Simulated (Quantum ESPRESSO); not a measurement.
# GaZn2S3F: finding a planted mistake in a log

Simulated, not a measurement. The program is pw.x of Quantum ESPRESSO 7.5 (plane-wave density functional theory). The cell is made up: 7 atoms on a zincblende/diamond lattice with one site empty, with randomly drawn elements, strain and displacements, not relaxed. PseudoDojo standard norm-conserving files (v0.5 for PBE, v0.4.1 for LDA and PBEsol) set the functional; there is no spin polarisation, spin-orbit coupling or dispersion term, and the masses in the input are unused placeholders.

Intended input:

```
&control calculation='scf', pseudo_dir='./dojo.nc.sr.pbe.v0_5.standard.upf', outdir='./o', disk_io='medium', tprnfor=.true., tstress=.true. /
&system ibrav=0, nat=7, ntyp=4, nbnd=45, ecutwfc=84.00895049, nosym=.true., tot_charge=0,
 occupations='smearing', smearing='fd', degauss=0.0018374661
/
&electrons conv_thr=7.350e-09, electron_maxstep=60, /
ATOMIC_SPECIES
F 1.0 F.upf
Ga 1.0 Ga.upf
S 1.0 S.upf
Zn 1.0 Zn.upf
CELL_PARAMETERS angstrom
5.0924 0.0778 0.0141
0.0778 5.1877 -0.016
0.0141 -0.016 5.1067
ATOMIC_POSITIONS angstrom
Ga 0.033 2.5754 2.5231
Zn 2.5798 0.0217 2.5794
Zn 2.5968 2.6325 0.0129
S 1.2751 1.3057 1.2438
S 1.3279 3.9144 3.7834
S 3.8586 1.3286 3.8219
F 3.8808 3.9182 1.2509
K_POINTS automatic
4 4 4 1 1 1
```

The log is shortened where brackets say so; the opening notice, blank lines, dates and the lines on written files are dropped, and the path of the files is cut. It prints rydbergs, bohrs and kilobars, and counts compression as positive stress. Where no state is partly filled, the Fermi energy that it prints is only some level between the filled and the empty states on the mesh, and need not lie in the true gap.

Log of the intended run:

```
     Program PWSCF v.7.5
     Parallel version (MPI & OpenMP), running on       1 processor cores
     Number of MPI processes:                 1
     Threads/MPI process:                     1
     [start-up lines left out]
     bravais-lattice index     =            0
     lattice parameter (alat)  =       9.6244  a.u.
     unit-cell volume          =     910.1797 (a.u.)^3
     number of atoms/cell      =            7
     number of atomic types    =            4
     number of electrons       =        78.00
     number of Kohn-Sham states=           45
     kinetic-energy cutoff     =      84.0090  Ry
     charge density cutoff     =     336.0358  Ry
     scf convergence threshold =      7.3E-09
     mixing beta               =       0.7000
     number of iterations used =            8  plain     mixing
     Exchange-correlation= PBE
                           (   1   4   3   4   0   0   0)
     [axes and pseudopotential details left out]
   Cartesian axes
     site n.     atom                  positions (alat units)
         1        Ga     tau(   1) = (   0.0064795   0.5056731   0.4954041  )
         2        Zn     tau(   2) = (   0.5065370   0.0042607   0.5064585  )
         3        Zn     tau(   3) = (   0.5098749   0.5168845   0.0025329  )
         4        S      tau(   4) = (   0.2503626   0.2563708   0.2442169  )
         5        S      tau(   5) = (   0.2607297   0.7685823   0.7428607  )
         6        S      tau(   6) = (   0.7576261   0.2608672   0.7504201  )
         7        F      tau(   7) = (   0.7619850   0.7693284   0.2456110  )
     number of k points=    32  Fermi-Dirac smearing, width (Ry)=  0.0018
                       cart. coord. in units 2pi/alat
        k(    1) = (   0.1228172   0.1212612   0.1247058), wk =   0.0625000
        k(    2) = (   0.1221149   0.1220408   0.3740402), wk =   0.0625000
     [further k points left out]
     Dense  grid:    94677 G-vectors     FFT dimensions: (  60,  60,  60)
     Estimated max dynamical RAM per process >     131.69 MB
     Initial potential from superposition of free atoms
     starting charge      77.9970, renormalised to      78.0000
     Starting wfcs are   45 randomized atomic wfcs
     total cpu time spent up to now is        8.4 secs
     per-process dynamical memory:    73.9 Mb
     Self-consistent Calculation
     iteration #  1     ecut=    84.01 Ry     beta= 0.70
     Davidson diagonalization with overlap
     ethr =  1.00E-02,  avg # of iterations =  4.1
     Threshold (ethr) on eigenvalues was too large:
     Diagonalizing with lowered threshold
     Davidson diagonalization with overlap
     ethr =  7.07E-04,  avg # of iterations =  1.0
     total cpu time spent up to now is       46.4 secs
     total energy              =   -1104.51604907 Ry
     estimated scf accuracy    <       0.53528104 Ry
     iteration #  2     ecut=    84.01 Ry     beta= 0.70
     Davidson diagonalization with overlap
     ethr =  6.86E-04,  avg # of iterations =  3.2
     total cpu time spent up to now is       64.4 secs
     total energy              =   -1104.64089109 Ry
     estimated scf accuracy    <       0.41554957 Ry
     [iterations 3 to 8 left out]
     iteration #  9     ecut=    84.01 Ry     beta= 0.70
     Davidson diagonalization with overlap
     ethr =  1.84E-10,  avg # of iterations =  2.0
     total cpu time spent up to now is      188.3 secs
     total energy              =   -1104.73704607 Ry
     estimated scf accuracy    <       0.00000001 Ry
     iteration # 10     ecut=    84.01 Ry     beta= 0.70
     Davidson diagonalization with overlap
     ethr =  1.51E-11,  avg # of iterations =  2.8
     total cpu time spent up to now is      205.8 secs
     End of self-consistent calculation
     [lines on levels left out]
     the Fermi energy is     7.1242 ev
!    total energy              =   -1104.73704607 Ry
     estimated scf accuracy    <          1.8E-09 Ry
     smearing contrib. (-TS)   =      -0.00000000 Ry
     internal energy E=F+TS    =   -1104.73704607 Ry
     The total energy is F=E-TS. E is the sum of the following terms:
     one-electron contribution =    -891.86261656 Ry
     hartree contribution      =     473.07805738 Ry
     xc contribution           =    -161.85520367 Ry
     ewald contribution        =    -524.09728322 Ry
     convergence has been achieved in  10 iterations
     Forces acting on atoms (cartesian axes, Ry/au):
     atom    1 type  2   force =    -0.00316760    0.01210580    0.00855872
     atom    2 type  4   force =    -0.00579063   -0.00333881   -0.01520479
     atom    3 type  4   force =    -0.00766692    0.01056243    0.00652013
     atom    4 type  3   force =    -0.00965358   -0.01604222   -0.04053963
     atom    5 type  3   force =    -0.02706011    0.02259426    0.01121698
     atom    6 type  3   force =     0.05257213   -0.00131397    0.00451476
     atom    7 type  1   force =     0.00076671   -0.02456749    0.02493383
     Total force =     0.089961     Total SCF correction =     0.000127
     Computing stress (Cartesian axis) and pressure
          total   stress  (Ry/bohr**3)                   (kbar)     P=       51.11
   0.00030904  -0.00003861  -0.00010084           45.46       -5.68      -14.83
  -0.00003861   0.00034935   0.00003318           -5.68       51.39        4.88
  -0.00010084   0.00003318   0.00038385          -14.83        4.88       56.47
     init_run     :      7.69s CPU      8.26s WALL (       1 calls)
     electrons    :    194.86s CPU    197.40s WALL (       1 calls)
     forces       :      2.88s CPU      2.91s WALL (       1 calls)
     stress       :     11.84s CPU     11.93s WALL (       1 calls)
     [timing details left out]
     PWSCF        :   3m37.50s CPU   3m40.87s WALL
     JOB DONE.
```

A second run was made from an input with one planted mistake. Its log:

```
     Program PWSCF v.7.5
     Parallel version (MPI & OpenMP), running on       1 processor cores
     Number of MPI processes:                 1
     Threads/MPI process:                     1
     [start-up lines left out]
     bravais-lattice index     =            0
     lattice parameter (alat)  =       9.6244  a.u.
     unit-cell volume          =     910.1797 (a.u.)^3
     number of atoms/cell      =            7
     number of atomic types    =            4
     number of electrons       =        78.00
     number of Kohn-Sham states=           45
     kinetic-energy cutoff     =      84.0090  Ry
     charge density cutoff     =     336.0358  Ry
     scf convergence threshold =      7.3E-09
     mixing beta               =       0.7000
     number of iterations used =            8  plain     mixing
     Exchange-correlation= PBESOL
                           (   1   4  10   8   0   0   0)
     [axes and pseudopotential details left out]
   Cartesian axes
     site n.     atom                  positions (alat units)
         1        Ga     tau(   1) = (   0.0064795   0.5056731   0.4954041  )
         2        Zn     tau(   2) = (   0.5065370   0.0042607   0.5064585  )
         3        Zn     tau(   3) = (   0.5098749   0.5168845   0.0025329  )
         4        S      tau(   4) = (   0.2503626   0.2563708   0.2442169  )
         5        S      tau(   5) = (   0.2607297   0.7685823   0.7428607  )
         6        S      tau(   6) = (   0.7576261   0.2608672   0.7504201  )
         7        F      tau(   7) = (   0.7619850   0.7693284   0.2456110  )
     number of k points=    32  Fermi-Dirac smearing, width (Ry)=  0.0018
                       cart. coord. in units 2pi/alat
        k(    1) = (   0.1228172   0.1212612   0.1247058), wk =   0.0625000
        k(    2) = (   0.1221149   0.1220408   0.3740402), wk =   0.0625000
     [further k points left out]
     Dense  grid:    94677 G-vectors     FFT dimensions: (  60,  60,  60)
     Estimated max dynamical RAM per process >     131.69 MB
     Initial potential from superposition of free atoms
     starting charge      77.9972, renormalised to      78.0000
     Starting wfcs are   45 randomized atomic wfcs
     total cpu time spent up to now is        7.5 secs
     per-process dynamical memory:    97.7 Mb
     Self-consistent Calculation
     iteration #  1     ecut=    84.01 Ry     beta= 0.70
     Davidson diagonalization with overlap
     ethr =  1.00E-02,  avg # of iterations =  4.1
     Threshold (ethr) on eigenvalues was too large:
     Diagonalizing with lowered threshold
     Davidson diagonalization with overlap
     ethr =  6.53E-04,  avg # of iterations =  1.1
     total cpu time spent up to now is       41.6 secs
     total energy              =   -1103.67321208 Ry
     estimated scf accuracy    <       0.49342078 Ry
     iteration #  2     ecut=    84.01 Ry     beta= 0.70
     Davidson diagonalization with overlap
     ethr =  6.33E-04,  avg # of iterations =  3.1
     total cpu time spent up to now is       59.5 secs
     total energy              =   -1103.78836352 Ry
     estimated scf accuracy    <       0.39609496 Ry
     [iterations 3 to 8 left out]
     iteration #  9     ecut=    84.01 Ry     beta= 0.70
     Davidson diagonalization with overlap
     ethr =  1.48E-10,  avg # of iterations =  2.0
     total cpu time spent up to now is      167.9 secs
     total energy              =   -1103.87892859 Ry
     estimated scf accuracy    <          8.1E-09 Ry
     iteration # 10     ecut=    84.01 Ry     beta= 0.70
     Davidson diagonalization with overlap
     ethr =  1.04E-11,  avg # of iterations =  2.4
     total cpu time spent up to now is      184.3 secs
     End of self-consistent calculation
     [lines on levels left out]
     the Fermi energy is     6.9276 ev
!    total energy              =   -1103.87892859 Ry
     estimated scf accuracy    <          1.1E-09 Ry
     smearing contrib. (-TS)   =      -0.00000000 Ry
     internal energy E=F+TS    =   -1103.87892859 Ry
     The total energy is F=E-TS. E is the sum of the following terms:
     one-electron contribution =    -891.96489893 Ry
     hartree contribution      =     472.41836965 Ry
     xc contribution           =    -160.23511609 Ry
     ewald contribution        =    -524.09728322 Ry
     convergence has been achieved in  10 iterations
     Forces acting on atoms (cartesian axes, Ry/au):
     atom    1 type  2   force =    -0.00296673    0.01125987    0.00826044
     atom    2 type  4   force =    -0.00670419   -0.00271608   -0.01389185
     atom    3 type  4   force =    -0.00819555    0.00904031    0.00548537
     atom    4 type  3   force =    -0.00558916   -0.01233023   -0.03720960
     atom    5 type  3   force =    -0.02228599    0.02024687    0.00824348
     atom    6 type  3   force =     0.04795717    0.00164340    0.00166395
     atom    7 type  1   force =    -0.00221555   -0.02714413    0.02744821
     Total force =     0.083492     Total SCF correction =     0.000130
     Computing stress (Cartesian axis) and pressure
          total   stress  (Ry/bohr**3)                   (kbar)     P=       16.96
   0.00007601  -0.00003965  -0.00009877           11.18       -5.83      -14.53
  -0.00003965   0.00011614   0.00003284           -5.83       17.08        4.83
  -0.00009877   0.00003284   0.00015374          -14.53        4.83       22.62
     init_run     :      7.24s CPU      7.39s WALL (       1 calls)
     electrons    :    170.03s CPU    176.80s WALL (       1 calls)
     forces       :      2.69s CPU      2.74s WALL (       1 calls)
     stress       :     10.35s CPU     10.41s WALL (       1 calls)
     [timing details left out]
     PWSCF        :   3m10.46s CPU   3m17.61s WALL
     JOB DONE.
```

Question: what was wrong in the second input?

Answer: the files are those of another functional. The input lines that differ, file-writing options aside:

```
- &control calculation='scf', pseudo_dir='./dojo.nc.sr.pbe.v0_5.standard.upf', outdir='./o', disk_io='medium', tprnfor=.true., tstress=.true. /
+ &control calculation='scf', pseudo_dir='./dojo.nc.sr.pbesol.v0_4_1.standard.upf', outdir='./o', disk_io='medium', tprnfor=.true., tstress=.true. /
```

|  | intended run | run with the mistake |
| --- | --- | --- |
| free energy (eV) | -15030.713 | -15019.038 |
| smearing term -TS (eV) | 0.0000 | 0.0000 |
| pressure (GPa) | 5.11 | 1.70 |
| largest force component (eV/Å) | 1.352 | 1.233 |
| largest change of a force component (eV/Å) |  | 0.123 |
| iterations | 10 | 10 |

For scale, a rerun of the intended cell at 1437 eV and a 6 x 6 x 6 mesh moved values by no more than 0.002 eV in energy, 0.02 GPa in stress and 0.002 eV/Å in force. Files of another functional have another zero of energy, so the energy change says nothing on stability.